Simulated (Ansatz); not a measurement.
LaMg2Si2 in space group P4/mmm (No. 123; La on 1a, Mg on 2e, Si on 2h), the program Ansatz at the r²SCAN level (PAW), all energies at zero smearing, with the estimated change up to a 700 eV cutoff added, with one set of potentials and settings (totals compare only within such a set). Cell of 5 atoms (1 La, 2 Mg, 2 Si): -11398.449 eV.

| element | reference phase | E (eV/atom) |
|---|---|---|
| La | P6_3/mmc, 4 atoms in the cell | -6264.8722 |
| Mg | P6_3/mmc, 2 atoms in the cell | -1926.4080 |
| Si | Fd-3m, 2 atoms in the cell | -639.0665 |

Formation energy per atom, worked out: (-11398.449 − 1×(-6264.8722) − 2×(-1926.4080) − 2×(-639.0665))/5 = -0.525 eV/atom (-51 kJ per mol of atoms), at 0 K, without zero-point energy or fitted corrections.

The workflow started from a Materials Project entry (that database holds measured and hypothetical structures alike); the Crystallography Open Database copy checked does not list it. Its standing as an ambient phase is unchecked. Symmetry was held in the r²SCAN relaxation; its stability against distortions is not shown here. The references are the lowest solids computed at this level, not always the standard phases. Scalar-relativistic: spin–orbit coupling is off unless named, which matters more the heavier the elements.

Potentials: the earlier of the program's two PAW sets.
